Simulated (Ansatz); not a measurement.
Here is the system:

Starting cell, ZrC (rock salt):

```xyz
4
Lattice="0.0000 4.7087 4.7087 2.3544 0.0000 2.3544 2.3544 2.3544 0.0000" Properties=species:S:1:pos:R:3 pbc="T T T"
C      0.0000     0.0000     0.0000
C      0.0000     2.3544     2.3544
Zr     2.3544     2.3544     2.3544
Zr     2.3544     4.7087     4.7087
```

In each cell atom 4 (Zr, nearest neighbour C at 2.354 Å; its periodic images, 3.3 Å or more away, move with it) moves by s·(0.000, -1.000, 0.000) (towards the nearest neighbour), the rest being held.

Method: PBE (plane waves to 420 eV, PAW, scalar-relativistic; Ansatz, a quantum-chemistry and plane-wave program). k mesh 7×14×14 (Γ-centred), Fermi-Dirac smearing 0.05 eV. E stands for the smeared free energy. With partly filled bands, energies and forces of such displacements shift with the k mesh and the smearing. ZrC is run without spin polarisation. ZrC was relaxed with its symmetry unable to fall. The zero of ΔE is the undisplaced structure.

The scan covers s from -0.240 to 0.240 Å in 11 points.

**Question.** Is the energy the same for equal positive and negative displacements?

**Answer.** Even: the same for both signs. With its periodic images moving along, the atom's site symmetry in this cell is -3m.

**Question.** What is the force constant k = d²E/ds² of this move at s = 0?

**Answer.** 12.9 eV/Å².

(A displaced cell: forces are minus the slopes of the energy, force constants its curvatures, and phonons follow from these.)
